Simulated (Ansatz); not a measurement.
Pressure against volume: TiC

```cif
data_structure
_symmetry_space_group_name_H-M 'Fm-3m'
_symmetry_Int_Tables_number 225
_cell_length_a 4.3329
_cell_length_b 4.3329
_cell_length_c 4.3329
_cell_angle_alpha 90.000
_cell_angle_beta 90.000
_cell_angle_gamma 90.000
_cell_volume 81.35
loop_
_atom_site_label
_atom_site_type_symbol
_atom_site_symmetry_multiplicity
_atom_site_Wyckoff_symbol
_atom_site_fract_x
_atom_site_fract_y
_atom_site_fract_z
_atom_site_occupancy
Ti1 Ti 4 a 0.00000 0.00000 0.00000 1
C1 C 4 b 0.50000 0.00000 0.00000 1
```

The runs use the primitive cell with vectors (0.000, 2.166, 2.166), (2.166, 0.000, 2.166), (2.166, 2.166, 0.000) Å, to which the k mesh refers.

The cell was built from the rocksalt type and relaxed in the same program, and has space group Fm-3m; it needn't be a known or the stable phase.

All numbers are computed: DFT, PBE, all-electron LAPW, scalar-relativistic (Ansatz 0.2.0); DFT, PBE, PAW with Ansatz's default frozen-core files, scalar-relativistic (Ansatz 0.2.0).

For LAPW: a Γ-centred 14×14×14 k mesh, Fermi–Dirac smearing of 0.03 eV, basis error target 0.25 meV/atom, no spin polarisation. PAW takes a cutoff of 420 eV at this cell. The Ansatz runs share mesh, smearing and spin set-up. Plane-wave (PAW) pressures include the program's estimate of the Pulay term.

The cell above is scaled evenly, with fractional coordinates and shape held.

(1) Estimate the equilibrium volume and bulk modulus that LAPW (all electrons) gives for this fixed shape.

## Answers

(1) V0 = 10.17 Å³/atom, B0 = 251 GPa, B0′ = 4.0, from a third-order Birch–Murnaghan fit to these pressures:
```
V/V(cell)  V (Å³/atom)  P, LAPW (GPa)  P, PAW (GPa)  free energy over the lowest listed, PAW (meV/atom)
   0.9500        9.660          14.23         14.24                                                21.6
   0.9750        9.914           6.65          6.67                                                 5.2
   1.0000       10.168          -0.03          0.00                                                 0.0
   1.0250       10.422          -5.92         -5.89                                                 4.8
   1.0500       10.677         -11.11        -11.08                                                18.3
```
